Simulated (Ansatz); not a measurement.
LuBPd3 (cubic perovskite, Pm-3m) under volume change, r²SCAN (plane waves, PAW; program Ansatz), scaled uniformly.

```tsv
V (Å³/atom)	E − E(relaxed) (meV/atom)	P (GPa)
14.007	74.8	18.93
14.469	31.3	11.51
14.931	7.4	5.26
15.392	0.0	-0.01
15.854	6.6	-4.45
16.316	25.0	-8.19
16.778	53.2	-11.33
```

Task: What does a third-order Birch–Murnaghan fit give for V₀, B₀ and B′?

Result: V₀ = 15.39 Å³/atom, B₀ = 161 GPa, B′ = 4.7.

The workflow started from an entry of the Crystallography Open Database (COD). Whether it is the stable phase at ambient conditions was not checked. Symmetry was held in the r²SCAN relaxation; whether a distortion lowers the energy is not shown. The run is not spin-polarised. Scalar-relativistic: spin–orbit coupling is off unless named, which matters more the heavier the elements.

Potentials: the later of the program's two PAW sets.
